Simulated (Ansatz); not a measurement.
BaMg2Sb2: how the axes shrink under pressure

BaMg2Sb2, P-3m1, a = 4.791 Å, c = 8.191 Å. The structure is a COD entry; whether it is the stable form wasn't checked. Ansatz: r2SCAN, PAW, 500 eV, Γ-centred 6×6×4 mesh on 5 atoms, Gaussian smearing 0.02 eV; no spin polarisation. Cell and atoms are relaxed at each pressure, and no other structure is tried, so the rows at high pressure may lie past a change of phase. y = 100 ln(c/c0) with c0 = 8.1912 Å, so nearly a change in per cent. The pressures are the targets, met within 0.03 GPa.

```
P (GPa) y  100 ln(a/a0)
   -3.0    3.21          3.00
    0.0    0.00          0.00
    3.0   -2.31         -2.13
    8.0       ?             ?
   15.0   -8.22         -7.53
   30.0  -12.86        -11.56
   60.0  -20.10        -16.01
```

Question: Fit y = c1 P + c2 P² to the other rows, give the linear compressibility along c, and predict the missing y.

Answer: Least squares on the rows shown. y = −0.57716 P + 0.0040824 P². The linear compressibility along c is −c1/100 = 5.77 per TPa, against 5.49 along a from the same fit to the last column (its missing entry is -4.79): the crystal is about as stiff along both at low pressure, though at 60 GPa 100 ln(a/a0) is -16.0 and y -20.1. The runs next to zero pressure give 9.21 and 8.58, so a parabola over the whole range misstates the start. With a term in P³ added, the coefficient of P becomes -0.8020, 39 % more, which shows how far this figure hangs on the form. At P = 8.0 the fit asked for gives -4.36. The run gave -5.20, so the fit is 0.84 too high, within twice the rms miss on the fitted rows (0.82).